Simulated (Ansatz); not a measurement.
EuMg (Pm-3m); collinear moments.

```yaml
crystal:
  lattice:
    - [4.04133, 0.00000, 0.00000]
    - [0.00000, 4.04133, 0.00000]
    - [0.00000, 0.00000, 4.04133]
  atoms:
    - { symbol: Eu, position: [0.50000, 0.50000, 0.50000] }
    - { symbol: Mg, position: [0.00000, 0.00000, 0.00000] }
```

Geometry: a structure from the Materials Project; nothing is relaxed.

Functional, mesh and filling: LDA, 7×7×7 k mesh, Fermi–Dirac smearing of 0.05 eV. PAW means Ansatz 0.2.0 on its default frozen-core files. Site moments are integrated in spheres about the atoms. Start moments (μB): Eu1 7.

The self-consistent cycle went as follows.

| iteration | Harris–Foulkes energy less the last (meV) | density residual (eV) | M (μB) | ∫|m| (μB) |
| --- | --- | --- | --- | --- |
| 1 | 730.736 | 6.1e-01 | 7.0999 | 7.0999 |
| 2 | 525.463 | 2.3e-01 | 7.0741 | 7.0741 |
| 3 | 248.947 | 1.0e-01 | 7.0864 | 7.0864 |
| 4 | 21.798 | 3.0e-02 | 7.1182 | 7.1182 |
| 5 | 0.467 | 1.6e-03 | 7.1292 | 7.1292 |
| 6 | -0.036 | 2.7e-04 | 7.1255 | 7.1255 |
| 7 | 0.002 | 1.0e-05 | 7.1226 | 7.1226 |
| 8 | 0.001 | 8.3e-07 | 7.1221 | 7.1221 |
| 9 | 0.000 | 8.5e-08 | 7.1218 | 7.1218 |
| 10 | 0.000 | 1.1e-07 | 7.1217 | 7.1217 |
| 11 | 0.000 | 9.1e-08 | 7.1218 | 7.1218 |
| 12 | 0.000 | 7.9e-09 | 7.1217 | 7.1217 |
| 13 | 0.000 | 6.8e-09 | 7.1217 | 7.1217 |

Site moments (μB): Eu1 6.87, Mg2 0.04. Cell moment 7.12 μB.

The PAW files were made with PBE; the program remakes their cores once for the run's functional and then keeps them frozen. Spin–orbit coupling is left out although heavy atoms are present. With open f shells a run can end in a state that isn't the lowest. None of this fixes the real material's magnetic order: only patterns that fit the cell were computed, at zero temperature, with a functional that can overstate moments.
